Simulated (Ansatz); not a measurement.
An Ansatz (a program for electronic structure) run. Input:

Ansatz 0.2 input:
```yaml
crystal:
  lattice:
    - [0.0, 3.1299998051, 3.1299998051]
    - [3.1299998051, 0.0, 3.1299998051]
    - [3.1299998051, 3.1299998051, 0.0]
  atoms:
    - { symbol: Se, position: [0.75, 0.75, 0.75] }
    - { symbol: Hg, position: [0.0, 0.0, 0.0] }
kpoints:
  mp_grid: { grid: [11, 11, 11] }
hamiltonian:
  xc: pbe
  pseudopotentials: { kind: paw }
scf:
  occupations: { method: fermi_dirac, width: 0.1 }
phonons:
  method: dfpt
  response_accuracy: low
  eigenvectors: true
  rigid_motions: translations
```

Output (shortened):

```
Pseudopotential: Se, paw, valence charge 16
Pseudopotential: Hg, paw, valence charge 20
Functional definition: PBE
Crystal: 2 atoms, lattice volume = 61.329 Å³
Basis set: ecut = 420 eV, 1243 PW (Γ), exchange–correlation on 60×60×60 points (8 copies of the dense FFT grid, shifted against one another)
Bands: 22, of which v1, the nominal top of the filled ones, is band 18 counted from 1 (17 counted from 0)
Symmetry: 24 space group operations
k-points: 126 of 1331 (irreducible under 8 space group operations, time reversal used)
SCF iter   1: F=—  HF=-19282.959735 eV  |F-HF|=—  |Δ(HF+E_count)|=         —  Δρ=1.43e-3  dr2=2.34e-3  ethr=1.77e-3  ⟨swp⟩=5.6  Hψ=11868  notcnv=0
preconditioner: auto → none
SCF iter   2: F=—  HF=-19282.960318 eV  |F-HF|=—  |Δ(HF+E_count)|=   5.82e-4  Δρ=5.76e-4  dr2=2.45e-4  ethr=6.50e-6  ⟨swp⟩=2.0  Hψ=4916  notcnv=0
SCF iter   3: F=—  HF=-19282.960361 eV  |F-HF|=—  |Δ(HF+E_count)|=   4.29e-5  Δρ=2.53e-4  dr2=4.02e-5  ethr=6.81e-7  ⟨swp⟩=2.7  Hψ=4637  notcnv=0
SCF iter   4: F=—  HF=-19282.960419 eV  |F-HF|=—  |Δ(HF+E_count)|=   5.85e-5  Δρ=9.51e-5  dr2=6.29e-6  ethr=1.12e-7  ⟨swp⟩=2.0  Hψ=3805  notcnv=0
SCF iter   5: F=—  HF=-19282.960428 eV  |F-HF|=—  |Δ(HF+E_count)|=   9.35e-6  Δρ=1.73e-5  dr2=1.75e-7  ethr=1.75e-8  ⟨swp⟩=2.0  Hψ=3918  notcnv=0
SCF iter   6: F=—  HF=-19282.960434 eV  |F-HF|=—  |Δ(HF+E_count)|=   5.92e-6  Δρ=4.95e-6  dr2=1.10e-8  ethr=4.87e-10  ⟨swp⟩=2.0  Hψ=4408  notcnv=0
SCF iter   7: F=—  HF=-19282.960434 eV  |F-HF|=—  |Δ(HF+E_count)|=   4.91e-8  Δρ=3.49e-7  dr2=6.25e-11  ethr=3.04e-11  ⟨swp⟩=2.0  Hψ=3924  notcnv=0
SCF iter   8: F=-19282.960434 eV  HF=-19282.960434 eV  |F-HF|=3.64e-12  |Δ(HF+E_count)|=  2.18e-10  Δρ=6.38e-8  dr2=2.46e-12  ethr=1.00e-12  ⟨swp⟩=6.0  Hψ=12689  notcnv=0
SCF 1 converged in 8 iterations: F = -19282.960434 eV  dr2 = 2.46e-12
DFPT response loops at Γ: preconditioner auto → none (partly filled bands, converged f_vac=0.213); β = 0.50; Broyden in place of MSR1
SCF converged after 8 iterations
Free energy (F): -19282.960434 eV
Harris-Foulkes:  -19282.960434 eV  (|F-HF|=3.64e-12)
Internal energy: -19282.957966 eV  (E = F + TS)
E sigma→0 (E₀):  -19282.959200 eV
Entropy (-TS):   -0.002468 eV (-1.234 meV/atom)
Fermi energy:    7.692796 eV
--- Per-component energies (eV) ---
  E_band       = -908.619052
  E_kinetic    = 720.193339
  E_local      = -5978.711721  (includes V_loc(G=0)·N_el)
  E_nonlocal   = -522.180058
  E_hartree    = 2726.673347
  E_xc         = -323.466356
  E_vxc        = -358.901426  (∫ρ·V_xc dr)
  E_paw        = -11855.959026  (= ΣΔE_a)
  E_vpaw       = -222.366180  (= ΣTr[D̂ρ^β])
  E_aug_tail   = 0.000330  (compensation charges beyond the density's cutoff)
  E_ewald      = -4049.507821
  E_smearing   = -0.002468  (= −TS)
  E_closure    = 0.000000  (closes the sum)
  Σ components = -19282.960434   (vs F -19282.960434, Δ=0.00e0)
  [band-id]    e_kinetic+e_local+e_nonlocal+2·e_hartree+e_vxc+e_vpaw+e_augmentation_tail = -908.619021   (vs E_band -908.619052, Δ=3.13e-5)
--- Band table (eV; the first three rows and the last of 126) ---
  k-point 0: bands = ["-106.6732", "-55.1406", "-55.1406", "-55.1406", "-39.7753", "-39.7753", "-39.7753", "-39.7731", "-39.7731", "-5.4027", "0.8003", "0.8003", "0.8003", "1.4046", "1.4046", "6.4477", "7.4835", "7.4835", "7.4835", "13.0802", "13.0802", "13.0802"]
  k-point 1: bands = ["-106.6732", "-55.1406", "-55.1406", "-55.1406", "-39.7753", "-39.7753", "-39.7753", "-39.7731", "-39.7731", "-5.3734", "0.8141", "0.8141", "0.8161", "1.4035", "1.4035", "5.9622", "7.4111", "7.4111", "7.8491", "12.8357", "13.1866", "13.1866"]
  k-point 2: bands = ["-106.6732", "-55.1407", "-55.1406", "-55.1406", "-39.7753", "-39.7753", "-39.7753", "-39.7731", "-39.7731", "-5.2935", "0.8497", "0.8497", "0.8770", "1.4033", "1.4033", "5.1100", "7.2253", "7.2253", "8.3081", "12.6507", "13.4358", "13.4358"]
  k-point 125: bands = ["-106.6731", "-55.1408", "-55.1408", "-55.1407", "-39.7754", "-39.7754", "-39.7753", "-39.7731", "-39.7730", "-4.8906", "1.0503", "1.1165", "1.3440", "1.3858", "1.8666", "2.6937", "5.1129", "5.5440", "10.7567", "12.5656", "13.6449", "15.1753"]
--- Phonons (Γ-DFPT): 2 representative perturbations + reference, on 126 of 1331 k-points (Σ response iterations 6) ---
  ASR residual: 3.550e-5 → 0.000e0 eV/Å²; symmetrization residual: 1.115e-4 eV/Å²
  ASR residual per site (eV/Å²): 5.19e-6 3.55e-5
  Γ frequencies (cm⁻¹): 0.00 0.00 0.00 110.38 110.38 110.38
  non-analytic LO–TO correction: not included (Born effective charges unavailable; polar crystals: no LO–TO splitting at Γ)
```

Cost: roughly 80 core-seconds on shared cores.

Space group F-43m (zinc blende). The cell was relaxed with PBE under the symmetry of its start; phonons on a q-mesh show no instability. As this level gives no gap, phonon frequencies hold no LO–TO term and depend on the k-mesh and smearing (Fermi–Dirac, 0.1 eV here). Scalar-relativistic: spin–orbit coupling is off unless named, which matters more the heavier the elements.

Potentials: the later of the program's two PAW sets.

Ansatz is a plane-wave DFT program.
